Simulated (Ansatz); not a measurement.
# Relaxing a structure of AlNi

The start is a generated cell, AlNi placed in the AFLOW prototype AB_hP2_187_d_a (B_h, as in WC). The cell and all atomic positions are relaxed at zero pressure with r2SCAN (plane waves to 500 eV, PAW, scalar-relativistic; Ansatz, an electronic-structure program). The first steps use a coarse 12×12×11 k-mesh.

Input geometry:
```yaml
crystal:
  lattice:
    - [3.08745, 0.00000, 0.00000]
    - [-1.54373, 2.67381, 0.00000]
    - [0.00000, 0.00000, 3.01320]
  atoms:
    - { symbol: Ni, position: [0.00000, 0.00000, 0.00000] }
    - { symbol: Al, position: [0.66667, 0.33333, 0.50000] }
```
Spin-polarised start, with parallel moments on Ni.

```yaml
initial_pressure: "+10.6 GPa (positive: the cell is compressed)"
outcome: The space group stays P-6m2 (No. 187) (the run could not lower it), with 2 atoms in the primitive cell
volume_change: -2.1 %, from 12.44 to 12.17 Å³/atom
Shortest distances (start → end): "The closest pairs of elements (up to four, under 3.6 Å), start → end: Al–Ni 2.33 → 2.46 Å; Ni–Ni 3.01 → 2.72 Å; Al–Al 3.01 → 2.72 Å"
moments_at_the_end: zero (the starting moments vanished)
optimiser_moves: 13
```

Final values are on a 20×20×12 k-mesh of the relaxed cell. No spin polarisation in the result: the starting moments vanished. A magnetic state may lie lower.

The run could not lose the symmetry of its start, so the end can be a saddle point.

All atoms sit on sites fixed by symmetry, so only the cell could relax.

The relaxed structure here is a generated cell of AlNi: the first start was made by placing the elements on the sites of a structure type, and the end was not matched to a known phase here, so it may be hypothetical. Known forms of AlNi include space group No. 221.
